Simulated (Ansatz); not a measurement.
The relaxed structure here is a generated cell of CdTe: the first start was made by placing the elements on the sites of a structure type, and the end was not matched to a known phase here, so it may be hypothetical. Known forms of CdTe include space group No. 216.

A relaxed structure of CdTe. Space group Amm2 (No. 38). Level of theory: PBEsol (plane waves to 420 eV, PAW, scalar-relativistic; Ansatz, a quantum-chemistry and plane-wave program).

```cif
data_Cd4Te4
_chemical_formula_sum 'Cd4 Te4'
_space_group_name_H-M_alt 'Amm2'
_space_group_IT_number 38
_space_group_name_Hall 'A 2 -2'
_cell_length_a 7.28703
_cell_length_b 4.18243
_cell_length_c 7.69281
_cell_angle_alpha 90.000
_cell_angle_beta 90.000
_cell_angle_gamma 90.000
loop_
_atom_site_label
_atom_site_type_symbol
_atom_site_symmetry_multiplicity
_atom_site_Wyckoff_symbol
_atom_site_fract_x
_atom_site_fract_y
_atom_site_fract_z
_atom_site_occupancy
Cd1 Cd 4 c 0.25073 0.00000 0.00124 1
Te1 Te 2 a 0.00000 0.00000 0.27461 1
Te2 Te 2 b 0.50000 0.50000 0.88958 1
```
(The calculation used a cell of 4 atoms; values per cell refer to that cell.)

| Property | Value |
|---|---|
| Volume per atom | 29.31 Å³ |
| Density | 6.80 g/cm³ |
| Band gap | no gap on the sampled points, where the bands overlap only slightly; such a result is sensitive to mesh and level |
| Shortest distances | Cd–Te 2.79 Å |
| k-mesh | 7×13×13 |

Band energies at high-symmetry points (eV from the Fermi level; labels of this space group; no spin-orbit coupling), from −5 eV up to 5.0 eV:

```
point                                                 energies
-----  -------------------------------------------------------
Γ             -1.16 -0.80 -0.69 -0.61 0.00 0.11 2.71 3.99 4.63
Y       -4.04 -3.35 -2.38 -1.95 -0.12 1.37 1.86 3.96 4.04 4.94
C0           -3.72 -3.55 -3.15 -1.95 -1.59 0.22 2.74 4.24 4.54
Σ0           -3.72 -3.55 -3.15 -1.95 -1.59 0.22 2.74 4.24 4.54
Z      -3.93 -3.82 -0.97 -0.69 -0.53 -0.09 1.59 1.76 3.92 4.50
A0     -4.80 -4.64 -3.11 -3.08 -1.58 -1.51 1.40 1.53 3.54 3.58
E0     -4.80 -4.64 -3.11 -3.08 -1.58 -1.51 1.40 1.53 3.54 3.58
T            -4.54 -2.17 -1.80 -1.34 -1.07 0.29 1.81 2.99 3.06
```

No spin polarisation in the result.

The run could not lose the symmetry of its start, so the end can be a saddle point.

It was reached from a disturbed copy of a P-6m2 (No. 187) cell (AFLOW prototype AB_hP2_187_d_a (B_h, as in WC)), against which it lies -0.05 eV/atom.
